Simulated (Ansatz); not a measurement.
AlBN2:
```
AlBN2
1.0
   -2.04391     2.04391     3.80900
    2.04391    -2.04391     3.80900
    2.04391     2.04391    -3.80900
Al B N
2 2 4
Direct
  0.00000   0.00000   0.00000
  0.75000   0.25000   0.50000
  0.50000   0.50000   0.00000
  0.25000   0.75000   0.50000
  0.37500   0.43185   0.55685
  0.56815   0.12500   0.94315
  0.87500   0.81815   0.44315
  0.18185   0.62500   0.05685
```

Relaxed with PBEsol. Special points in fractions of this cell's reciprocal vectors: Γ (0.000, 0.000, 0.000); X (0.000, 0.000, 0.500); P (0.250, 0.250, 0.250); N (0.000, 0.500, 0.000); M (0.500, 0.500, -0.500); S (0.322, 0.678, -0.322); S0 (-0.322, 0.322, 0.322); R (-0.144, 0.144, 0.500); G (0.500, 0.500, -0.144).

Task: List the band energies nearest the valence-band maximum at these points for DFT-PBEsol in the program Ansatz with PAW potentials.

Result: In eV from the valence-band maximum; about four levels below and three above (degenerate sets whole), none deeper than 8.9 eV; points with the same levels are listed once.

| k | below | above |
|---|---|---|
| Γ | -2.60 -2.60 -0.09 -0.09 0.00 | 2.69 5.65 7.52 7.52 |
| X | -1.06 -1.06 -0.71 -0.71 | 6.49 6.49 7.91 7.91 |
| P | -1.09 -1.09 -1.02 -1.02 | 6.94 6.94 7.27 7.27 |
| N | -1.59 -1.54 -0.97 -0.96 | 6.38 6.63 7.21 |
| M | -2.39 -2.39 -1.07 -1.07 | 3.86 3.86 6.29 6.29 |
| S | -2.27 -1.89 -0.95 -0.49 | 4.62 6.12 7.84 |
| R | -1.17 -1.17 -0.78 -0.78 | 6.28 6.28 8.21 8.21 |

Space group I-42d (chalcopyrite). The start of the workflow was typed in or built on a structure type; neither database checked (COD, Materials Project) lists it. Its standing as an ambient phase is unchecked. The PBEsol relaxation kept the symmetry of its start; phonons on a q-mesh show no instability. The volume moved by -19 % from the start of the relaxation.

Potentials: the later of the program's two PAW sets.
